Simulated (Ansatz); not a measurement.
A geometry of TiO₂ away from equilibrium: step 2 of the relaxation of a generated cell, TiO2 built in the baddeleyite structure type. Level of theory: r2SCAN (plane waves to 500 eV, PAW, scalar-relativistic; Ansatz, an electronic-structure program). Γ-centred k-mesh 6×6×6 on the run's cell, Fermi–Dirac smearing 0.05 eV.

```xyz
12
Lattice="4.7924 0.0000 -0.0248 0.0000 4.8726 0.0000 -0.8189 0.0000 4.9449" Properties=species:S:1:pos:R:3:forces:R:3 pbc="T T T" free_energy=-14584.776 pressure_GPa=-0.9
Ti     1.1604     0.2235     1.0210   -0.0952    0.3022    0.1724
Ti     3.2225     2.6598     1.4266    0.0952    0.3022   -0.1724
Ti     2.8131     4.6491     3.8990    0.0952   -0.3022   -0.1724
Ti     0.7509     2.2128     3.4934   -0.0952   -0.3022    0.1724
O      0.0427     1.6300     1.6922    0.1743   -0.1787   -0.0807
O      4.3403     4.0663     0.7554   -0.1743   -0.1787    0.0807
O      3.9308     3.2426     3.2279   -0.1743    0.1787    0.0807
O     -0.3668     0.8063     4.1646    0.1743    0.1787   -0.0807
O      1.7276     3.6924     2.3472    0.1257    0.0991   -0.0785
O      2.6553     1.2561     0.1003   -0.1257    0.0991    0.0785
O      2.2459     1.1802     2.5728   -0.1257   -0.0991    0.0785
O      1.3181     3.6165     4.8197    0.1257   -0.0991   -0.0785
```

Positions in Å, forces in eV/Å, free energy of the cell in eV (comparable only within this code, potentials and settings). Largest force: 0.36 eV/Å, on Ti1, Ti2, Ti3, Ti4 (atoms numbered as listed); the geometry lies 0.01 eV/atom above the end of its relaxation.

No spin polarisation in the result.

The run could not lose the symmetry of its start.

The first start was generated by placing the elements on the sites of a structure type. A measured structure of TiO2 has the same space group, P2₁/c (No. 14); the sites were not compared with it. Another known form has space group No. 61.
